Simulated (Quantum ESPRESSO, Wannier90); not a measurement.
## Tight-binding from DFT: Sr2H6Os (Fm-3m)

Materials Project entry mp-1078677; symmetrised, unrelaxed at this level. Not found in the COD (Crystallography Open Database) copy used; not checked further. Level: PBEsol, no spin polarisation, no spin-orbit coupling; pw.x of Quantum ESPRESSO at 60 Ry with PseudoDojo potentials, 4×4×4 k-points, Wannier90. Density: 8×8×8 mesh, cold smearing 0.01 Ry. Spin-orbit coupling is left out although heavy elements are present.

On the energy scale of pw.x, whose zero is arbitrary, the valence-band maximum lies at 6.97 eV.

Input w.win:

```
num_bands = 9
num_wann = 9
exclude_bands = 1-12,22-61
num_iter = 1000
conv_tol = 1.0e-6
conv_window = 4
trial_step = 0.5
write_hr = true
write_u_matrices = true
auto_projections = true
begin unit_cell_cart
ang
    0.0000000000    3.8122800000    3.8122800000
    3.8122800000    0.0000000000    3.8122800000
    3.8122800000    3.8122800000    0.0000000000
end unit_cell_cart
begin atoms_frac
Sr  -0.2500000000 -0.2500000000 -0.2500000000
Sr   0.2500000000  0.2500000000  0.2500000000
H   -0.2261500000 -0.2261500000  0.2261500000
H    0.2261500000  0.2261500000 -0.2261500000
H    0.2261500000 -0.2261500000 -0.2261500000
H   -0.2261500000  0.2261500000  0.2261500000
H   -0.2261500000  0.2261500000 -0.2261500000
H    0.2261500000 -0.2261500000  0.2261500000
Os   0.0000000000  0.0000000000  0.0000000000
end atoms_frac
mp_grid = 4 4 4
begin kpoints
0.0000000000 0.0000000000 0.0000000000
0.0000000000 0.0000000000 0.2500000000
0.0000000000 0.0000000000 0.5000000000
... (61 more lines: the 4x4x4 mesh through Gamma)
end kpoints
```

Input of pw2wannier90.x that gives the overlap and projection files (equivalent; here they were cut from one run over all bands):

```
&inputpp
  outdir = './out'
  prefix = 'pwscf'
  seedname = 'w'
  write_amn = .true.
  write_mmn = .true.
  scdm_proj = .true.
  scdm_entanglement = 'isolated'
/
```

Output w.wout (banner and timings cut):

```
                                    ------
                                    SYSTEM
                                    ------

                              Lattice Vectors (Ang)
                    a_1     0.000000   3.812280   3.812280
                    a_2     3.812280   0.000000   3.812280
                    a_3     3.812280   3.812280   0.000000

                   Unit Cell Volume:     110.81138  (Ang^3)

                        Reciprocal-Space Vectors (Ang^-1)
                    b_1    -0.824072   0.824072   0.824072
                    b_2     0.824072  -0.824072   0.824072
                    b_3     0.824072   0.824072  -0.824072

 *----------------------------------------------------------------------------*
 |   Site       Fractional Coordinate          Cartesian Coordinate (Ang)     |
 +----------------------------------------------------------------------------+
 | sr   1  -0.25000  -0.25000  -0.25000   |   -1.90614  -1.90614  -1.90614    |
 | sr   2   0.25000   0.25000   0.25000   |    1.90614   1.90614   1.90614    |
 | h    1  -0.22615  -0.22615   0.22615   |    0.00000   0.00000  -1.72429    |
 | h    2   0.22615   0.22615  -0.22615   |    0.00000   0.00000   1.72429    |
 | h    3   0.22615  -0.22615  -0.22615   |   -1.72429   0.00000   0.00000    |
 | h    4  -0.22615   0.22615   0.22615   |    1.72429   0.00000   0.00000    |
 | h    5  -0.22615   0.22615  -0.22615   |    0.00000  -1.72429   0.00000    |
 | h    6   0.22615  -0.22615   0.22615   |    0.00000   1.72429   0.00000    |
 | os   1   0.00000   0.00000   0.00000   |    0.00000   0.00000   0.00000    |
 *----------------------------------------------------------------------------*
                                ------------
                                K-POINT GRID
                                ------------

             Grid size =  4 x  4 x  4      Total points =   64

 *---------------------------------- MAIN ------------------------------------*
 |  Number of Wannier Functions               :                 9             |
 |  Number of Objective Wannier Functions     :                 9             |
 |  Number of input Bloch states              :                 9             |
 |  Output verbosity (1=low, 5=high)          :                 1             |
 |  Timing Level (1=low, 5=high)              :                 1             |
 |  Optimisation (0=memory, 3=speed)          :                 3             |
 |  Length Unit                               :               Ang             |
 |  Post-processing setup (write *.nnkp)      :                 F             |
 |  Using Gamma-only branch of algorithms     :                 F             |
 *----------------------------------------------------------------------------*
 *------------------------------- WANNIERISE ---------------------------------*
 |  Total number of iterations                :              1000             |
 |  Number of CG steps before reset           :                 5             |
 |  Trial step length for line search         :             0.500             |
 |  Convergence tolerence                     :         0.100E-05             |
 |  Convergence window                        :                 4             |
 |  Iterations between writing output         :                 1             |
 |  Iterations between backing up to disk     :               100             |
 |  Write r^2_nm to file                      :                 F             |
 |  Write xyz WF centres to file              :                 F             |
 |  Write on-site energies <0n|H|0n> to file  :                 F             |
 |  Use guiding centre to control phases      :                 F             |
 |  Use phases for initial projections        :                 F             |
 *----------------------------------------------------------------------------*
 *-------------------------------- PLOTTING ----------------------------------*
 |  Plotting Hamiltonian in WF basis          :                 T             |
 *----------------------------------------------------------------------------*

       ... (k-mesh section left out)

 Starting a new Wannier90 calculation ...

 Reading overlaps from w.mmn

 Reading projections from w.amn

 *------------------------------- WANNIERISE ---------------------------------*
 +--------------------------------------------------------------------+<-- CONV
 | Iter  Delta Spread     RMS Gradient      Spread (Ang^2)            |<-- CONV
 +--------------------------------------------------------------------+<-- CONV

 ------------------------------------------------------------------------------
 Initial State
  WF centre and spread    1  (  0.056249,  0.052356,  0.045434 )     2.02394065
  WF centre and spread    2  (  0.051630, -0.037414,  0.068369 )     2.03277085
  WF centre and spread    3  ( -0.050894, -0.067946,  0.030849 )     2.03006845
  WF centre and spread    4  (  1.443057,  0.028966, -0.023202 )     1.64484613
  WF centre and spread    5  ( -0.044552,  0.011704,  1.446058 )     1.63991589
  WF centre and spread    6  (  0.007345, -1.434648, -0.036138 )     1.65954324
  WF centre and spread    7  ( -1.428105, -0.013785, -0.065123 )     1.66530669
  WF centre and spread    8  (  0.000798,  1.426016, -0.061445 )     1.67023942
  WF centre and spread    9  ( -0.037387,  0.035945, -1.408923 )     1.69482291
  Sum of centres and spreads ( -0.001859,  0.001194, -0.004121 )    16.06145424

      0     0.161E+02     0.0000000000       16.0614542371  <-- CONV
        O_D=      0.0022298 O_OD=      2.1541991 O_TOT=     16.0614542 <-- SPRD
 ------------------------------------------------------------------------------
      1    -0.126E+00     0.2660650807       15.9358779227  <-- CONV
        O_D=      0.0042928 O_OD=      2.0265599 O_TOT=     15.9358779 <-- SPRD
      2    -0.146E+00     0.3218308814       15.7899859628  <-- CONV
        O_D=      0.0077930 O_OD=      1.8771677 O_TOT=     15.7899860 <-- SPRD
      3    -0.852E-01     0.3673735413       15.7047638733  <-- CONV
        O_D=      0.0028821 O_OD=      1.7968565 O_TOT=     15.7047639 <-- SPRD
      4    -0.246E-01     0.2332179189       15.6801630463  <-- CONV
        O_D=      0.0017143 O_OD=      1.7734235 O_TOT=     15.6801630 <-- SPRD
      5    -0.924E-02     0.1301340738       15.6709264447  <-- CONV
        O_D=      0.0010216 O_OD=      1.7648796 O_TOT=     15.6709264 <-- SPRD
       ... (lines left out)
     30    -0.562E-06     0.0010381363       15.6538243878  <-- CONV
        O_D=      0.0009361 O_OD=      1.7478630 O_TOT=     15.6538244 <-- SPRD
     31    -0.413E-06     0.0009205799       15.6538239746  <-- CONV
        O_D=      0.0009360 O_OD=      1.7478627 O_TOT=     15.6538240 <-- SPRD
     32    -0.475E-06     0.0008148674       15.6538234996  <-- CONV
        O_D=      0.0009360 O_OD=      1.7478622 O_TOT=     15.6538235 <-- SPRD
             <<<     Delta < 1.000E-06  over  4 iterations     >>>
             <<< Wannierisation convergence criteria satisfied >>>
 Final State
  WF centre and spread    1  (  0.000080,  0.000076,  0.000078 )     1.96692204
  WF centre and spread    2  (  0.000114, -0.000103,  0.000124 )     1.96758706
  WF centre and spread    3  ( -0.000073, -0.000062,  0.000067 )     1.96758639
  WF centre and spread    4  (  1.457384, -0.000596, -0.000693 )     1.62527941
  WF centre and spread    5  ( -0.000756,  0.000264,  1.457403 )     1.62527065
  WF centre and spread    6  (  0.000684, -1.457381, -0.000310 )     1.62528086
  WF centre and spread    7  ( -1.457358,  0.000622,  0.000524 )     1.62529851
  WF centre and spread    8  ( -0.000685,  1.457359,  0.000134 )     1.62529419
  WF centre and spread    9  (  0.000607, -0.000177, -1.457337 )     1.62530439
  Sum of centres and spreads ( -0.000004,  0.000003, -0.000010 )    15.65382350

         Spreads (Ang^2)       Omega I      =    13.905025252
        ================       Omega D      =     0.000936006
                               Omega OD     =     1.747862242
    Final Spread (Ang^2)       Omega Total  =    15.653823500
```
